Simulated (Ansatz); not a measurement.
Here is the system:

BN:
```yaml
crystal:
  lattice:
    - [2.52733, 0.00000, 0.00000]
    - [-1.26366, 2.18873, 0.00000]
    - [0.00000, 0.00000, 8.30882]
  atoms:
    - { symbol: B, position: [0.00000, 0.00000, 0.99973] }
    - { symbol: B, position: [0.00000, 0.00000, 0.49973] }
    - { symbol: B, position: [0.66667, 0.33333, 0.75046] }
    - { symbol: B, position: [0.33333, 0.66667, 0.25046] }
    - { symbol: N, position: [0.00000, 0.00000, 0.81320] }
    - { symbol: N, position: [0.00000, 0.00000, 0.31320] }
    - { symbol: N, position: [0.66667, 0.33333, 0.56224] }
    - { symbol: N, position: [0.33333, 0.66667, 0.06224] }
```

This is the LDA-relaxed structure. Cartesian axes are those of the cell as given.

**Question.** All from LDA (plane waves, PAW; program Ansatz), unless another level is named. Give the piezoelectric stress constants (proper, relaxed ions, C/m²).

**Answer.** e15 = e24 = e31 = e32 = -0.35, e33 = 0.86.

**Question.** Give the highest zone-centre frequency (without LO–TO term).

**Answer.** 1259 cm⁻¹.

**Question.** Next, the bulk modulus (Birch–Murnaghan fit)?

**Answer.** 402 GPa.

**Question.** Predict the elastic constants (relaxed ions, GPa).

**Answer.** C11 = 978, C12 = 150, C13 = 74.6, C33 = 1060, C44 = 357.

Space group P6_3mc. A made-up cell: these elements were put on the sites of a structure type. Its sites differ from those of the usual phase in this space group: another stacking or structure type. The cell was relaxed with LDA under the symmetry of its start; phonons on a q-mesh show no instability.

Potentials: the later of the program's two PAW sets.
